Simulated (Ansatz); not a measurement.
A vibration from a frozen displacement in BiTe

These are results of DFT PBE, scalar-relativistic, plane waves, PAW in Ansatz 0.2.0, not measurements. Cutoff 420 eV, Γ-centred 12×12×12 k-points, Gaussian smearing of 0.15 eV. Spin–orbit coupling is left out, which matters for the heavy elements here. No spin polarisation. Energies are free energies at this smearing, counted from the undisturbed cell; pressure is positive in compression.

The undisturbed cell (as given, not relaxed at this level; it stands at 0.0 GPa, and it needn't be the usual structure):

```
Bi Te
1.0
     2.42271    1.39875    3.31729
    -2.42271    1.39875    3.31729
     0.00000   -2.79750    3.31729
Bi Te
1 1
Direct
  0.50000 0.50000 0.50000
  0.00000 0.00000 0.00000
```

Every Bi atom is moved by x along the Cartesian unit vector (-0.558, -0.322, -0.764); the cell and all other atoms stay fixed. The cell's volume is 67.45 Å³; the moved atoms weigh 208.980 u together and the others 127.600 u. Some rows repeat others by symmetry and weren't run.

```csv
x (Å),ΔE (meV/cell),total force on the moved atoms along the move (eV/Å),pressure (GPa)
-0.5000,221.70,0.9755,3.4014
-0.4375,166.50,0.7984,2.6479
-0.3750,120.91,0.6667,1.9525
-0.3125,82.82,0.5522,1.3434
-0.2500,52.00,0.4330,0.8455
-0.1250,12.60,0.2036,0.1900
0.0000,0.00,0.0000,-0.0281
0.1250,12.60,-0.2036,0.1900
0.2500,52.00,-0.4330,0.8455
0.3125,82.82,-0.5522,1.3434
0.3750,120.91,-0.6667,1.9525
0.4375,166.50,-0.7984,2.6479
0.5000,221.70,-0.9755,3.4014
```

Question: What frequency belongs to this motion?

Answer: The force constant is k = −dF/dx = 1.628 eV/Å², from the parabola through x = -0.1250, 0 and 0.1250. In every cell the moved atoms swing against the rest, so the mass is μ = m₁m₂/(m₁ + m₂) = 79.226 u, and ν̃ = 521.5 cm⁻¹ × √(|k|/μ) = 75 cm⁻¹. The pattern needn't be a normal mode: ν̃² is then a weighted mean of the squared nonzero frequencies at the zone centre of this cell, so it lies between the lowest and the highest of them.

Question: How far does the harmonic law reach?

Answer: At x = -0.500 Å, kx²/2 = 203.56 meV against the computed 221.70 meV (+8.9 %): the well stiffens in this direction at large amplitude.

Question: The pressure changes with x². What does that say about the frequency under compression?

Answer: With E = k(V)x²/2, k ∝ V^(−2γ) and x scaling with the cell as V^(1/3), P − P0 = −∂E/∂V = (2γ − 2/3) ΔE/V. At x = 0.2500 Å, V(P − P0) = 67.45 × 0.87353 / 160.2 eV = 367.74 meV and ΔE = 52.00 meV, so γ = 1/3 + V(P − P0)/(2ΔE) = 3.87. This is the Grüneisen parameter of the motion under uniform scaling of the cell: shrinking the cell evenly by 1 % in volume raises the frequency by about 3.87 %.

In a metal these slopes depend on the k mesh and the smearing.